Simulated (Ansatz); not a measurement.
An Ansatz (an electronic-structure program) run. Input:

Ansatz 0.2 input:
```yaml
crystal:
  lattice:
    - [5.9511848906, 0.0, 0.0]
    - [0.0, 5.9511848906, 0.0]
    - [0.0, 0.0, 7.0816510818]
  atoms:
    - { symbol: Ge, position: [0.0841992867, 0.0841992867, 0.0] }
    - { symbol: Ge, position: [0.4158007133, 0.5841992867, 0.75] }
    - { symbol: Ge, position: [0.9158007133, 0.9158007133, 0.5] }
    - { symbol: Ge, position: [0.5841992867, 0.4158007133, 0.25] }
    - { symbol: Ge, position: [0.1693755736, 0.3726906505, 0.244504623] }
    - { symbol: Ge, position: [0.1273093495, 0.6693755736, 0.994504623] }
    - { symbol: Ge, position: [0.8306244264, 0.6273093495, 0.744504623] }
    - { symbol: Ge, position: [0.8726906505, 0.3306244264, 0.494504623] }
    - { symbol: Ge, position: [0.6693755736, 0.1273093495, 0.005495377] }
    - { symbol: Ge, position: [0.6273093495, 0.8306244264, 0.255495377] }
    - { symbol: Ge, position: [0.3306244264, 0.8726906505, 0.505495377] }
    - { symbol: Ge, position: [0.3726906505, 0.1693755736, 0.755495377] }
kpoints:
  mp_grid: { grid: [4, 4, 4] }
hamiltonian:
  xc: r2scan
  pseudopotentials: { kind: paw }
scf:
  occupations: { method: fixed }
output:
  optics: { e_range: [0.0, 15.0], de: 0.05, sigma: 0.1, bands: { spectra_wanted_up_to: 12 eV } }
```

Output (shortened):

```
output.optics: the spectra are integrated over the Brillouin zone by k·p interpolation around the k-points, where levels, occupations, output.optics.sigma and …
Pseudopotential: Ge, paw, valence charge 14
Functional definition: r2SCAN
Crystal: 12 atoms, lattice volume = 250.808 Å³
Basis set: ecut = 500 eV, 6365 PW (Γ), exchange–correlation on 180×180×216 points (64 copies of the dense FFT grid, shifted against one another)
Bands: 101, of which v1, the nominal top of the filled ones, is band 84 counted from 1 (83 counted from 0)
Symmetry: 8 space group operations
Space group: P43212 (ITA 96), of the structure as read, at distance tolerance 6.3e-5 Å
k-points: 18 of 64
SCF iter   1: F=—  HF=-51632.713923 eV  |F-HF|=—  |Δ(HF+E_count)|=         —  Δρ=7.78e-3  dr2=6.49e-2  dr2_τ=2.21e-2  ethr=1.77e-3  ⟨swp⟩=4.7  Hψ=5435  notcnv=0  defer=264
preconditioner: auto → Resta (q_TF=auto, 2.552 Å⁻¹)
SCF iter   2: F=—  HF=-51632.793396 eV  |F-HF|=—  |Δ(HF+E_count)|=   7.95e-2  Δρ=2.77e-3  dr2=1.22e-2  dr2_τ=1.88e-4  ethr=3.86e-5  ⟨swp⟩=2.0  Hψ=3657  notcnv=0  defer=267
SCF iter   3: F=—  HF=-51632.796105 eV  |F-HF|=—  |Δ(HF+E_count)|=   2.71e-3  Δρ=1.83e-3  dr2=5.26e-3  dr2_τ=5.09e-5  ethr=7.27e-6  ⟨swp⟩=3.0  Hψ=3122  notcnv=0  defer=267
SCF iter   4: F=—  HF=-51632.797542 eV  |F-HF|=—  |Δ(HF+E_count)|=   1.44e-3  Δρ=7.62e-4  dr2=9.03e-4  dr2_τ=8.22e-6  ethr=3.13e-6  ⟨swp⟩=2.0  Hψ=1659  notcnv=0  defer=267
SCF iter   5: F=—  HF=-51632.797788 eV  |F-HF|=—  |Δ(HF+E_count)|=   2.45e-4  Δρ=1.56e-4  dr2=3.47e-5  dr2_τ=4.12e-7  ethr=5.37e-7  ⟨swp⟩=2.0  Hψ=2052  notcnv=0  defer=266
SCF iter   6: F=—  HF=-51632.797797 eV  |F-HF|=—  |Δ(HF+E_count)|=   8.98e-6  Δρ=2.11e-5  dr2=6.47e-7  dr2_τ=8.08e-9  ethr=2.06e-8  ⟨swp⟩=3.0  Hψ=3132  notcnv=0  defer=198
SCF iter   7: F=—  HF=-51632.797811 eV  |F-HF|=—  |Δ(HF+E_count)|=   1.46e-5  Δρ=5.06e-6  dr2=6.60e-8  dr2_τ=5.44e-10  ethr=3.85e-10  ⟨swp⟩=2.0  Hψ=3132  notcnv=0  defer=198
SCF iter   8: F=—  HF=-51632.797811 eV  |F-HF|=—  |Δ(HF+E_count)|=   3.74e-8  Δρ=1.14e-6  dr2=2.22e-9  dr2_τ=8.00e-11  ethr=3.93e-11  ⟨swp⟩=2.0  Hψ=3132  notcnv=0  defer=198
SCF iter  10: F=-51632.797811 eV  HF=-51632.797811 eV  |F-HF|=7.28e-12  |Δ(HF+E_count)|=  1.09e-10  Δρ=4.07e-8  dr2=2.95e-12  dr2_τ=5.20e-14  ethr=1.00e-12  ⟨swp⟩=9.9  Hψ=6836  notcnv=0
SCF 1 converged in 10 iterations: F = -51632.797811 eV  dr2 = 2.95e-12
NSCF: frozen V_eff on 18 k-points
Optics k sum: 0 of 18 k-points
Optics k sum: 1 of 18 k-points
Optics k sum: 2 of 18 k-points
Optics k sum: 3 of 18 k-points
Optics k sum: 4 of 18 k-points
Optics k sum: 5 of 18 k-points
Optics k sum: 6 of 18 k-points
Optics k sum: 7 of 18 k-points
Optics k sum: 8 of 18 k-points
Optics k sum: 9 of 18 k-points
Optics k sum: 10 of 18 k-points
Optics k sum: 11 of 18 k-points
Optics k sum: 12 of 18 k-points
Optics k sum: 13 of 18 k-points
Optics k sum: 14 of 18 k-points
Optics k sum: 15 of 18 k-points
Optics k sum: 16 of 18 k-points
Optics k sum: 17 of 18 k-points
Optics k sum: 18 of 18 k-points
Optics k sum: 0 of 18 k-points
Optics k sum: 1 of 18 k-points
Optics k sum: 2 of 18 k-points
Optics k sum: 3 of 18 k-points
Optics k sum: 4 of 18 k-points
Optics k sum: 5 of 18 k-points
Optics k sum: 6 of 18 k-points
Optics k sum: 7 of 18 k-points
Optics k sum: 8 of 18 k-points
Optics k sum: 9 of 18 k-points
Optics k sum: 10 of 18 k-points
Optics k sum: 11 of 18 k-points
Optics k sum: 12 of 18 k-points
Optics k sum: 13 of 18 k-points
Optics k sum: 14 of 18 k-points
Optics k sum: 15 of 18 k-points
Optics k sum: 16 of 18 k-points
Optics k sum: 17 of 18 k-points
Optics k sum: 18 of 18 k-points
output.optics: what the bands over the 156 summed would add to eps1, eps2 and the energy-loss function is held between a lower and an upper bound (7 Lanczos …
SCF converged after 10 iterations
Free energy (F): -51632.797811 eV
Harris-Foulkes:  -51632.797811 eV  (|F-HF|=7.28e-12)
Internal energy: -51632.797811 eV  (E = F + TS)
E sigma→0 (E₀):  -51632.797811 eV
Fermi energy:    8.633081 eV
--- Per-component energies (eV) ---
  E_band       = -1736.805319
  E_kinetic    = 1329.735171
  E_local      = -28147.262315  (includes V_loc(G=0)·N_el)
  E_nonlocal   = 5031.874956
  E_hartree    = 12354.638392
  E_xc         = -828.932310
  E_vxc        = -813.880754  (∫ρ·V_xc dr)
  E_paw        = -24401.166306  (= ΣΔE_a)
  E_vpaw       = -3891.977591  (= ΣTr[D̂ρ^β])
  E_aug_tail   = 0.000201  (compensation charges beyond the density's cutoff)
  E_vtau       = 45.428146  (kinetic-family band-sum trace: ∫τ·v_τ [+ j·A + Jᵃ·Aᵃ] dr)
  E_ewald      = -16958.656412
  E_core_change = -13.029189  (= ΣΔE_core)
  E_smearing   =  0.000000  (= −TS)
  E_closure    =  0.000000  (closes the sum)
  Σ components = -51632.797811   (vs F -51632.797811, Δ=0.00e0)
  [band-id]    e_kinetic+e_local+e_nonlocal+2·e_hartree+e_vxc+e_vpaw+e_augmentation_tail+e_vtau = -1736.805402   (vs E_band -1736.805319, Δ=-8.26e-5)
--- Band table (eV; the first three rows and the last of 18) ---
  k-point 0: bands = ["-16.1316", "-16.1025", "-16.1025", "-16.0871", "-16.0790", "-16.0790", "-16.0778", "-16.0635", "-16.0635", "-16.0565", "-16.0527", "-16.0526", "-16.0470", "-16.0270", "-16.0087", "-16.0071", "-16.0071", "-15.9866", "-15.9800", …
  k-point 1: bands = ["-16.1307", "-16.1160", "-16.0899", "-16.0854", "-16.0781", "-16.0769", "-16.0768", "-16.0670", "-16.0644", "-16.0619", "-16.0591", "-16.0576", "-16.0308", "-16.0193", "-16.0066", "-16.0055", "-16.0043", "-15.9928", "-15.9856", …
  k-point 2: bands = ["-16.1260", "-16.1260", "-16.0839", "-16.0839", "-16.0765", "-16.0765", "-16.0714", "-16.0714", "-16.0656", "-16.0656", "-16.0627", "-16.0627", "-16.0092", "-16.0092", "-16.0078", "-16.0078", "-16.0016", "-16.0016", "-15.9922", …
  k-point 17: bands = ["-16.1101", "-16.1101", "-16.1101", "-16.1101", "-16.0750", "-16.0750", "-16.0750", "-16.0750", "-16.0376", "-16.0376", "-16.0376", "-16.0376", "-16.0222", "-16.0222", "-16.0222", "-16.0222", "-15.9875", "-15.9875", "-15.9875", …
```

Cost: very roughly 24 core-minutes on shared cores.

Space group P4_32_12. The first step of the workflow began from a Materials Project structure, measured or hypothetical; the Crystallography Open Database files this formula in space group No. 96, but the cells were not matched. It is not the phase usual at ambient conditions (space group No. 227). Symmetry was held in the r²SCAN relaxation; its stability against distortions is not shown here. Spin–orbit coupling is left out wherever it is not named.

Potentials: the later of the program's two PAW sets.

Ansatz is a plane-wave DFT program.
